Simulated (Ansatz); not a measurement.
A field-response calculation (clamped ions) of BaTiO₃ in the cubic perovskite structure with the PAW code Ansatz, at the level r2SCAN. The cell was relaxed with r2SCAN and then strained (isotropic -1.0 % on every length), with the atoms relaxed again with r2SCAN; k points keep the names of the unstrained zone.

```yaml
crystal:
  lattice:
    - [3.9541555552, 0.0, 0.0]
    - [0.0, 3.9541555552, 0.0]
    - [0.0, 0.0, 3.9541555552]
  atoms:
    - { symbol: Ba, position: [0.0, 0.0, 0.0] }
    - { symbol: Ti, position: [0.5, 0.5, 0.5] }
    - { symbol: O, position: [0.5, 0.5, 0.0] }
    - { symbol: O, position: [0.5, 0.0, 0.5] }
    - { symbol: O, position: [0.0, 0.5, 0.5] }
kpoints:
  mp_grid: { grid: [6, 6, 6] }
hamiltonian:
  xc: r2scan
scf:
  occupations: { method: fixed }
dielectric: {}
```

In the abridged output below, numbers in square brackets stand for lines, or ends of lines, that were taken out.
```
Pseudopotential: Ba, paw, valence charge 10, recommended cutoff 500 eV (meta_gga)
Pseudopotential: Ti, paw, valence charge 12, recommended cutoff 500 eV (meta_gga)
Pseudopotential: O, paw, valence charge 6, recommended cutoff 500 eV (meta_gga)
Functional definition: r2SCAN
Crystal: 5 atoms, lattice volume = 61.825 Å³
Basis set: ecut = 500 eV, 1551 PW (Γ)
Bands: 25, of which v1, the nominal top of the filled ones, is band 20 counted from 1 (19 counted from 0)
Symmetry: 48 space group operations
k-points: 40 of 216 (irreducible under 8 space group operations, time reversal used)
SCF converged after 9 iterations
Free energy (F): -10183.759883 eV
Fermi energy:    10.514457 eV
--- Dielectric response (ions clamped): 3 representative field directions + reference, inside a basis on a mesh of 512 k-points ---
  ε∞ (high-frequency dielectric tensor):
[1]
  Born effective charges Z* (e; rows j = field, columns β = displacement):
    site 0:
[2]
    site 1:
[3]
    site 2:
[4]
    site 3:
[5]
    site 4:
[6]
  ε∞ is read to err by 2.0e-2, Z* by 2.9e-2 e
```

Problem. Give the withheld lines. They hold the Born charges, ε∞ (with the ionic part, where printed).

Solution.
```
[1]
        6.002176     0.000000     0.000000
        0.000000     6.002176     0.000000
        0.000000     0.000000     6.002176
[2]
         2.76225    0.00000    0.00000
         0.00000    2.76225    0.00000
         0.00000    0.00000    2.76225
[3]
         7.17619    0.00000    0.00000
         0.00000    7.17619    0.00000
         0.00000    0.00000    7.17619
[4]
        -2.13187    0.00000    0.00000
         0.00000   -2.13187    0.00000
         0.00000    0.00000   -5.67471
[5]
        -2.13187    0.00000    0.00000
         0.00000   -5.67471    0.00000
         0.00000    0.00000   -2.13187
[6]
        -5.67471    0.00000    0.00000
         0.00000   -2.13187    0.00000
         0.00000    0.00000   -2.13187
```

ε∞: 6.00 in all directions. Born charges, averaged over directions: Ba +2.76, Ti +7.18, O -3.31 e. The program notes that the ground state's band table doesn't vouch for all the bands that the response reads.

It took 69 s on 1 × NVIDIA H100 80GB HBM3 with 2 threads of AMD EPYC 7R13 Processor (Zen 3), on a shared host; peak host memory 1.8 GiB.

No spin polarisation and no zero-point or thermal motion.
